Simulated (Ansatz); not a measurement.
Given:

YCu:
```
CELL_PARAMETERS angstrom
      3.42446     0.00000     0.00000
      0.00000     3.42446     0.00000
      0.00000     0.00000     3.42446
ATOMIC_POSITIONS crystal
  Y  0.00000 0.00000 0.00000
  Cu 0.50000 0.50000 0.50000
```

This is the PBEsol-relaxed structure.

Q: All from DFT-PBEsol in the program Ansatz with PAW potentials, unless another level is named. Predict the formation energy from the elements (no fitted shifts).

A: -22 kJ/mol of atoms.

Q: Give the density of states at the Fermi level.

A: 0.56 states/eV per atom (mean over ±0.08 eV).

Q: And the gap with spin–orbit coupling?

A: none (metallic).

Space group Pm-3m (CsCl type). The first step of the workflow began from a Materials Project structure, measured or hypothetical; the Crystallography Open Database copy checked does not list it. With Y and Cu taken as one species the cell has the higher symmetry Im-3m, so it may be an ordered model of a mixed-site phase. Its standing as an ambient phase is unchecked. The cell was relaxed with PBEsol under the symmetry of its start; of distortions, only those at the zone centre were tested. No spin polarisation was allowed. The references are the lowest solids computed at this level, not always the standard phases. Scalar-relativistic: spin–orbit coupling is off unless named, which matters more the heavier the elements.

Potentials: the later of the program's two PAW sets.
